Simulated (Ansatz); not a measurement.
SiC:
```cif
data_C4Si4
_chemical_formula_sum 'Si4 C4'
_space_group_name_H-M_alt 'P 1'
_space_group_IT_number 1
_cell_length_a 3.07776
_cell_length_b 3.07776
_cell_length_c 10.07751
_cell_angle_alpha 90.000
_cell_angle_beta 90.000
_cell_angle_gamma 120.000
loop_
_space_group_symop_operation_xyz
  'x, y, z'
loop_
_atom_site_label
_atom_site_type_symbol
_atom_site_fract_x
_atom_site_fract_y
_atom_site_fract_z
_atom_site_occupancy
Si1 Si 0.66667 0.33333 0.93784 1
Si2 Si 0.33333 0.66667 0.43784 1
Si3 Si 0.00000 0.00000 0.68789 1
Si4 Si 0.00000 0.00000 0.18789 1
C1 C 0.66667 0.33333 0.74980 1
C2 C 0.33333 0.66667 0.24980 1
C3 C 0.00000 0.00000 0.50046 1
C4 C 0.00000 0.00000 0.00046 1
```

Relaxed with r²SCAN in the plane-wave PAW code Ansatz. Indices refer to the conventional cell of P6_3mc, a = 3.0778 Å, b = 3.0778 Å, c = 10.0775 Å, α = 90.00°, β = 90.00°, γ = 120.00°.

Question: Simulate the powder diffraction pattern (Fe Kα, λ = 1.93735 Å; lines above 1 %) up to 2θ = 90°.

Answer: Simulated powder pattern, Fe Kα, λ = 1.93735 Å (kinematic, ideal powder, no thermal factors, no anomalous dispersion; the 30 strongest lines at most, above 1 %, up to 2θ = 90°):

| 2θ (°) | d (Å) | I/Imax (%) | hkl |
|---|---|---|---|
| 42.62 | 2.665 | 25 | (1 0 -1 0) |
| 44.16 | 2.577 | 100 | (1 0 -1 1) |
| 45.22 | 2.519 | 66 | (0004) |
| 48.55 | 2.356 | 99 | (1 0 -1 2) |
| 55.28 | 2.088 | 18 | (1 0 -1 3) |
| 63.88 | 1.831 | 8.5 | (1 0 -1 4) |
| 74.11 | 1.608 | 25 | (1 0 -1 5) |
| 78.02 | 1.539 | 61 | (1 1 -2 0) |
| 85.95 | 1.421 | 49 | (1 0 -1 6) |

The r²SCAN relaxation kept the symmetry of its start; phonons on a q-mesh show no instability.

Potentials: the earlier of the program's two PAW sets.
